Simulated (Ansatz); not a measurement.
ScSnCN:
```yaml
crystal:
  lattice:
    - [3.59795, 0.00000, 0.00000]
    - [-1.79898, 3.11592, 0.00000]
    - [0.00000, 0.00000, 5.52388]
  atoms:
    - { symbol: Sc, position: [0.33333, 0.66667, 0.52420] }
    - { symbol: Sn, position: [0.66667, 0.33333, 0.00520] }
    - { symbol: C, position: [0.33333, 0.66667, 0.11303] }
    - { symbol: N, position: [0.66667, 0.33333, 0.60756] }
```

This is the PBE-relaxed structure. Tensor components refer to the Cartesian frame of this cell.

Task: All from PBE (plane waves, PAW; program Ansatz), unless another level is named. Predict the hole effective mass, band 1 of 2 at the edge.

Result: 0.78 along x, 4.6 along z (mₑ).

Task: And the electron effective mass with spin–orbit coupling?

Result: 0.14, 0.14, 0.57 mₑ (principal values).

Task: Predict the gap with spin–orbit coupling.

Result: 1.77 eV.

Task: Predict the valence-band maximum.

Result: at Γ.

Space group P3m1. The start of the workflow was typed in or built on a structure type; neither database checked (COD, Materials Project) lists it. Whether it is the stable phase at ambient conditions was not checked. The PBE relaxation kept the symmetry of its start; whether a distortion lowers the energy is not shown. No spin polarisation was allowed. Scalar-relativistic: spin–orbit coupling is off unless named, which matters more the heavier the elements.

Potentials: the earlier of the program's two PAW sets.
